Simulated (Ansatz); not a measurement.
Ta2O5:
```yaml
crystal:
  lattice:
    - [3.66927, 0.00000, 0.00000]
    - [0.00000, 3.85793, 0.00000]
    - [0.00000, 0.00000, 6.43150]
  atoms:
    - { symbol: Ta, position: [0.50000, 0.00000, 0.50000] }
    - { symbol: Ta, position: [0.00000, 0.00000, 0.00000] }
    - { symbol: O, position: [0.50000, 0.50000, 0.50000] }
    - { symbol: O, position: [0.00000, 0.00000, 0.67925] }
    - { symbol: O, position: [0.00000, 0.00000, 0.32075] }
    - { symbol: O, position: [0.00000, 0.50000, 0.00000] }
    - { symbol: O, position: [0.50000, 0.00000, 0.00000] }
```

Plane-wave PAW PBEsol (Ansatz code) gives a gap of 0.32 eV without spin–orbit coupling, maximum at R, minimum at X.

What happens when spin–orbit coupling is switched on?

The gap drops by 0.09 eV, to 0.23 eV; maximum at R, minimum at X.

Give the electron effective mass with spin–orbit coupling.

0.33, 0.97, 2.8 mₑ (principal values).

Space group Pmmm. The workflow started from a Materials Project entry (that database holds measured and hypothetical structures alike); the Crystallography Open Database copy checked does not list it. COD files the formula under space group No. 49. Its standing as an ambient phase is unchecked. The PBEsol relaxation kept the symmetry of its start. At this level the phase is dynamically unstable (imaginary phonons). The run is not spin-polarised.

Potentials: the earlier of the program's two PAW sets. The files were generated under PBE; for other functionals the program regenerates the frozen cores, and for LDA and PBEsol the local potential too.
